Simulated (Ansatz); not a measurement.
Starting cell, PdSb2 (space group Pa-3):

```yaml
crystal:
  lattice:
    - [6.41610, 0.00000, 0.00000]
    - [0.00000, 6.41610, 0.00000]
    - [0.00000, 0.00000, 6.41610]
  atoms:
    - { symbol: Sb, position: [0.37287, 0.37287, 0.37287] }
    - { symbol: Sb, position: [0.62713, 0.62713, 0.62713] }
    - { symbol: Sb, position: [0.12713, 0.62713, 0.87287] }
    - { symbol: Sb, position: [0.87287, 0.37287, 0.12713] }
    - { symbol: Sb, position: [0.87287, 0.12713, 0.62713] }
    - { symbol: Sb, position: [0.12713, 0.87287, 0.37287] }
    - { symbol: Sb, position: [0.62713, 0.87287, 0.12713] }
    - { symbol: Sb, position: [0.37287, 0.12713, 0.87287] }
    - { symbol: Pd, position: [0.00000, 0.00000, 0.00000] }
    - { symbol: Pd, position: [0.50000, 0.00000, 0.50000] }
    - { symbol: Pd, position: [0.50000, 0.50000, 0.00000] }
    - { symbol: Pd, position: [0.00000, 0.50000, 0.50000] }
```

The atoms are displaced by Q × the pattern below (from a DFPT mode at Γ, largest move 1; Q in Å), at fixed cell. It is one choice among 2 degenerate patterns.

```json
[
 {"atom": "Sb1", "x": "-0.345", "y": "-0.371", "z": "0.716"},
 {"atom": "Sb2", "x": "-0.345", "y": "-0.371", "z": "0.716"},
 {"atom": "Sb3", "x": "0.345", "y": "0.371", "z": "0.716"},
 {"atom": "Sb4", "x": "0.345", "y": "0.371", "z": "0.716"},
 {"atom": "Sb5", "x": "-0.345", "y": "0.371", "z": "-0.716"},
 {"atom": "Sb6", "x": "-0.345", "y": "0.371", "z": "-0.716"},
 {"atom": "Sb7", "x": "0.345", "y": "-0.371", "z": "-0.716"},
 {"atom": "Sb8", "x": "0.345", "y": "-0.371", "z": "-0.716"},
 {"atom": "Pd9", "x": "0.076", "y": "0.666", "z": "-0.742"},
 {"atom": "Pd10", "x": "-0.076", "y": "-0.666", "z": "-0.742"},
 {"atom": "Pd11", "x": "0.076", "y": "-0.666", "z": "0.742"},
 {"atom": "Pd12", "x": "-0.076", "y": "0.666", "z": "0.742"}
]
```

Level of theory: LDA (plane waves to 420 eV, PAW, scalar-relativistic; Ansatz, a program for electronic structure). k mesh 6×6×6 (Γ-centred), Fermi-Dirac smearing 0.05 eV. With partly filled bands, energies and forces of such displacements shift with the k mesh and the smearing. PdSb2 is run without spin polarisation. PdSb2 was relaxed with its symmetry unable to fall. Spin-orbit coupling is left out, though Sb is heavy.

At one point of the scan the forces (eV/Å) are:

```
atom      Fx      Fy      Fz
----  ------  ------  ------
Sb1    0.097   0.190  -0.388
Sb2    0.243   0.199  -0.350
Sb3   -0.097  -0.190  -0.388
Sb4   -0.243  -0.199  -0.350
Sb5    0.097  -0.190   0.388
Sb6    0.243  -0.199   0.350
Sb7   -0.097   0.190   0.388
Sb8   -0.243   0.199   0.350
Pd9   -0.042  -0.263   0.297
Pd10   0.042   0.263   0.297
Pd11  -0.042   0.263  -0.297
Pd12   0.042  -0.263  -0.297
```

Which point is it?
(A) Q = 0.150 Å
(B) Q = 0.180 Å
(C) Q = 0.090 Å
(D) Q = 0.120 Å

B, Q = 0.180 Å

(A displaced cell: forces are minus the slopes of the energy, force constants its curvatures, and phonons follow from these.)
